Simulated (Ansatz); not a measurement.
**Is this Ga5As3P2 structure a true minimum?**

It was reached by relaxing an invented guess, and it needn't be the stable form of this composition.

Method: DFT PBE, scalar-relativistic, plane waves, PAW (Ansatz). Settings: cutoff 420 eV, Γ-centred mesh 10×10×10 on the computed 10-atom cell, Gaussian smearing of 0.02 eV; no spin polarisation.

The cell below (10 atoms, space group I-4m2 (No. 119)) is relaxed within its symmetry.

```xyz
10
Lattice="-1.9956 1.9956 14.1370 1.9956 -1.9956 14.1370 1.9956 1.9956 -14.1370" Properties=species:S:1:pos:R:3 pbc="T T T"
Ga    0.0000    0.0000   25.3629
Ga    0.0000    0.0000   14.1370
Ga    0.0000    0.0000    2.9110
Ga    0.0000    0.0000   19.7519
Ga    0.0000    0.0000    8.5221
P     0.0000    1.9956    4.2629
P     0.0000    1.9956    9.8741
As    1.9956    0.0000   12.6822
As    1.9956    0.0000    1.4548
As    1.9956    0.0000    7.0685
```

For the test it was strained at random (σ = 1.5 % a component), the atoms were moved at random (σ = 0.10 Å), and all was relaxed again on a coarse 4×4×4 mesh (in the run’s order of axes) with 0.10 eV smearing, with no symmetry imposed.

**Question.** What happens?

**Answer.** It returns, within 1 meV/atom of the unmoved cell on that mesh and with the same symmetry when read at 0.1 Å (C2 at 0.01 Å, so small strains and shifts remain). So it is stable against the distortions that fit this cell and that this random move excites. Modes that don't fit the cell aren't tested.
